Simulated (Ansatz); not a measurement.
**BAs with Be replacing B: gradients before and after relaxing the atoms**

Start: a supercell of BAs (zinc blende type, F-43m) built from an entry of the Crystallography Open Database (COD), with all atoms left at the host's positions.

```cif
data_structure
_symmetry_space_group_name_H-M 'P 1'
_symmetry_Int_Tables_number 1
_cell_length_a 10.1335
_cell_length_b 10.1335
_cell_length_c 10.1335
_cell_angle_alpha 60.000
_cell_angle_beta 60.000
_cell_angle_gamma 60.000
_cell_volume 735.82
loop_
_atom_site_label
_atom_site_type_symbol
_atom_site_fract_x
_atom_site_fract_y
_atom_site_fract_z
_atom_site_occupancy
Be1 Be 0.00000 0.00000 0.00000 1
B2 B 0.00000 0.00000 0.33333 1
B3 B 0.00000 0.00000 0.66667 1
B4 B 0.00000 0.33333 0.00000 1
B5 B 0.00000 0.33333 0.33333 1
B6 B 0.00000 0.33333 0.66667 1
B7 B 0.00000 0.66667 0.00000 1
B8 B 0.00000 0.66667 0.33333 1
B9 B 0.00000 0.66667 0.66667 1
B10 B 0.33333 0.00000 0.00000 1
B11 B 0.33333 0.00000 0.33333 1
B12 B 0.33333 0.00000 0.66667 1
B13 B 0.33333 0.33333 0.00000 1
B14 B 0.33333 0.33333 0.33333 1
B15 B 0.33333 0.33333 0.66667 1
B16 B 0.33333 0.66667 0.00000 1
B17 B 0.33333 0.66667 0.33333 1
B18 B 0.33333 0.66667 0.66667 1
B19 B 0.66667 0.00000 0.00000 1
B20 B 0.66667 0.00000 0.33333 1
B21 B 0.66667 0.00000 0.66667 1
B22 B 0.66667 0.33333 0.00000 1
B23 B 0.66667 0.33333 0.33333 1
B24 B 0.66667 0.33333 0.66667 1
B25 B 0.66667 0.66667 0.00000 1
B26 B 0.66667 0.66667 0.33333 1
B27 B 0.66667 0.66667 0.66667 1
As28 As 0.08333 0.08333 0.08333 1
As29 As 0.08333 0.08333 0.41667 1
As30 As 0.08333 0.08333 0.75000 1
As31 As 0.08333 0.41667 0.08333 1
As32 As 0.08333 0.41667 0.41667 1
As33 As 0.08333 0.41667 0.75000 1
As34 As 0.08333 0.75000 0.08333 1
As35 As 0.08333 0.75000 0.41667 1
As36 As 0.08333 0.75000 0.75000 1
As37 As 0.41667 0.08333 0.08333 1
As38 As 0.41667 0.08333 0.41667 1
As39 As 0.41667 0.08333 0.75000 1
As40 As 0.41667 0.41667 0.08333 1
As41 As 0.41667 0.41667 0.41667 1
As42 As 0.41667 0.41667 0.75000 1
As43 As 0.41667 0.75000 0.08333 1
As44 As 0.41667 0.75000 0.41667 1
As45 As 0.41667 0.75000 0.75000 1
As46 As 0.75000 0.08333 0.08333 1
As47 As 0.75000 0.08333 0.41667 1
As48 As 0.75000 0.08333 0.75000 1
As49 As 0.75000 0.41667 0.08333 1
As50 As 0.75000 0.41667 0.41667 1
As51 As 0.75000 0.41667 0.75000 1
As52 As 0.75000 0.75000 0.08333 1
As53 As 0.75000 0.75000 0.41667 1
As54 As 0.75000 0.75000 0.75000 1
```

Sites (sets of like atoms) are named by element and the number of their first atom in this list.

Method: Kohn–Sham DFT in Ansatz, PBE, plane waves and PAW, scalar-relativistic, 420 eV cutoff, Γ-centred 2×2×2 k-points, Fermi–Dirac smearing 0.01 eV, cell charge -1.

The largest force at the start is 0.76 eV/Å. Relaxing the ions at fixed cell moves them by 0.043 Å at most (atom 28, As) and 0.015 Å rms.

| site | atom | moved (Å) | first shell before | first shell after | V_zz before (10²¹ V/m²) | η before |
| --- | --- | --- | --- | --- | --- | --- |
| Be | 1 | 0.000 | 4 As at 2.07 Å | 4 As at 2.11 Å | 0.00 | – |
| B2 | 2 | 0.019 | 4 As at 2.07 Å | 4 As at 2.05–2.07 Å | -0.21 | 0.33 |
| B5 | 5 | 0.004 | 4 As at 2.07 Å | 4 As at 2.07 Å | 0.053 | 0.00 |
| B9 | 9 | 0.006 | 4 As at 2.07 Å | 4 As at 2.07 Å | 0.050 | 0.00 |
| B15 | 15 | 0.001 | 4 As at 2.07 Å | 4 As at 2.07 Å | 0.025 | 0.67 |
| As28 | 28 | 0.043 | 1 Be at 2.07 Å, 3 B at 2.07 Å | 3 B at 2.05 Å, 1 Be at 2.11 Å | -16.24 | 0.00 |
| As29 | 29 | 0.009 | 4 B at 2.07 Å | 4 B at 2.05–2.07 Å | -1.43 | 0.97 |
| As33 | 33 | 0.007 | 4 B at 2.07 Å | 4 B at 2.07 Å | 0.86 | 0.72 |
| As41 | 41 | 0.002 | 4 B at 2.07 Å | 4 B at 2.07 Å | -0.23 | 0.00 |

Q: What are V_zz and η after the relaxation?

A: 

```
site  atom  V_zz after  η after  change of V_zz
  Be     1        0.00        –            0.00
  B2     2       -0.26     0.54           -0.05
  B5     5       0.046     0.00           -0.01
  B9     9       0.045     0.00            0.00
 B15    15       0.032     0.97           +0.01
As28    28      -15.45     0.00           +0.79
As29    29       -2.13     0.93           -0.70
As33    33        0.60     0.62           -0.26
As41    41       -0.22     0.00           +0.01
```

The largest change of V_zz is on As28, from -16.24 to -15.45. In per cent, |V_zz| changes by -30 to +49 on As (all sites that start above 0.5). Where |V_zz| stays above 0.1, η moves most on B2, from 0.33 to 0.54. Other sites without a gradient aren't listed.

The defect repeats with the cell of 54 atoms, so it feels its images: sites between two images don't show the values beside a lone defect, and zeros or small values of η there can come from the images' arrangement. A uniform background compensates the cell's charge.
Before: The neighbours have not yet relaxed around the defect (largest force 0.76 eV/Å), so a real crystal will differ.
After: The relaxation keeps the site symmetry -43m of the start, so the impurity can't leave its site; a start off the site could end lower.
